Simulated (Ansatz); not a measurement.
## CoRu$_{5}$ (P-6m2) at 2 levels of theory

One geometry, relaxed with PBE; plane waves with PAW potentials in Ansatz, scalar-relativistic. Collinear spin, ending at 1.2 μB a primitive cell. Gaps are the least over mesh and band path; pressure is positive in compression.

```xyz
6
Lattice="2.7028 0.0000 0.0000 -1.3514 2.3407 0.0000 0.0000 0.0000 12.6608" Properties=species:S:1:pos:R:3 pbc="T T T"
Co    1.3514    0.7802    6.3304
Ru    0.0000    1.5605    0.0000
Ru    0.0000    1.5605    4.2900
Ru    0.0000    1.5605    8.3707
Ru    1.3514    0.7802    2.1642
Ru    1.3514    0.7802   10.4965
```

| level | cutoff (eV) | k mesh | gap (eV) | pressure (GPa) | largest moment (μB) |
| --- | --- | --- | --- | --- | --- |
| PBE | 420 | 18×18×4 | 0 | 0.0 | 1.30 |

Question: What comes out on the same cell with r2SCAN?

Answer:
| level | cutoff (eV) | k mesh | gap (eV) | pressure (GPa) | largest moment (μB) |
| --- | --- | --- | --- | --- | --- |
| r2SCAN | 500 | 18×18×4 | 0 | -5.4 | 1.80 |

The state reached may not be the lowest one.

It was reached by relaxing an invented guess, and it needn't be the stable form of this composition.
